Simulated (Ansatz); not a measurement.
ZnCu:
```cif
data_CuZn
_chemical_formula_sum 'Zn1 Cu1'
_space_group_name_H-M_alt 'Pm-3m'
_space_group_IT_number 221
_space_group_name_Hall '-P 4 2 3'
_cell_length_a 2.96276
_cell_length_b 2.96276
_cell_length_c 2.96276
_cell_angle_alpha 90.000
_cell_angle_beta 90.000
_cell_angle_gamma 90.000
loop_
_atom_site_label
_atom_site_type_symbol
_atom_site_symmetry_multiplicity
_atom_site_Wyckoff_symbol
_atom_site_fract_x
_atom_site_fract_y
_atom_site_fract_z
_atom_site_occupancy
Zn1 Zn 1 b 0.50000 0.50000 0.50000 1
Cu1 Cu 1 a 0.00000 0.00000 0.00000 1
```

Relaxed with PBE.

Problem. Which orbitals make up the states near the Fermi level in DFT-PBE in the program Ansatz with PAW potentials?

Solution. Within 0.5 eV of the Fermi level: Cu 4s 19 %, Zn 4s 17 %, Cu 3d 14 %, outside the projected shells 49 %. Projections are on Löwdin-orthogonalised atomic valence shells; empty p or d shells of many metals are not among them.

Problem. Tabulate the density of states.

Solution. States/eV per cell of 2 atoms, in 0.25 eV bins, energy from the Fermi level.

```csv
E (eV),total,Cu 3d,Zn 3d,Zn 4s
-7.85,4.81,0.11,4.02,0.29
-7.60,10.43,0.25,9.88,0.16
-7.35,13.83,0.27,13.40,0.08
-7.10,8.99,0.12,8.68,0.10
-6.85,2.04,0.03,1.79,0.10
-6.60,0.48,0.03,0.19,0.12
-6.35,0.46,0.04,0.14,0.13
-6.10,0.50,0.07,0.11,0.15
-5.85,0.51,0.09,0.09,0.16
-5.60,0.53,0.12,0.08,0.18
-5.35,0.59,0.17,0.07,0.21
-5.10,0.78,0.29,0.08,0.30
-4.85,1.10,0.54,0.10,0.34
-4.60,1.09,0.69,0.08,0.21
-4.35,0.70,0.44,0.04,0.09
-4.10,1.31,0.98,0.04,0.07
-3.85,2.90,2.38,0.08,0.06
-3.60,6.01,5.53,0.16,0.06
-3.35,4.86,4.62,0.09,0.02
-3.10,8.34,8.00,0.10,0.07
-2.85,9.58,9.19,0.16,0.10
-2.60,3.05,2.77,0.04,0.11
-2.35,0.77,0.53,0.01,0.09
-2.10,0.47,0.24,0.01,0.07
-1.85,1.01,0.57,0.01,0.08
-1.60,0.92,0.39,0.01,0.10
-1.35,0.78,0.27,0.01,0.11
-1.10,0.70,0.20,0.01,0.11
-0.85,0.65,0.15,0.01,0.11
-0.60,0.61,0.12,0.01,0.11
-0.35,0.56,0.10,0.01,0.10
-0.10,0.52,0.08,0.01,0.09
0.15,0.49,0.06,0.01,0.09
0.40,0.45,0.05,0.00,0.08
0.65,0.41,0.04,0.00,0.07
0.90,0.38,0.03,0.00,0.06
1.15,0.35,0.02,0.00,0.05
1.40,0.31,0.02,0.00,0.05
1.65,0.29,0.02,0.00,0.05
1.90,0.41,0.03,0.00,0.13
2.15,0.56,0.04,0.00,0.18
2.40,0.63,0.04,0.01,0.19
2.65,0.67,0.03,0.01,0.19
2.90,0.71,0.03,0.00,0.18
3.15,0.75,0.03,0.00,0.17
3.40,0.71,0.02,0.00,0.14
3.65,0.68,0.02,0.00,0.12
3.90,0.69,0.01,0.00,0.11
4.15,0.71,0.01,0.00,0.11
4.40,0.71,0.01,0.00,0.10
4.65,0.68,0.01,0.00,0.09
```

The PBE relaxation kept the symmetry of its start. No spin polarisation was allowed.

Potentials: the earlier of the program's two PAW sets.
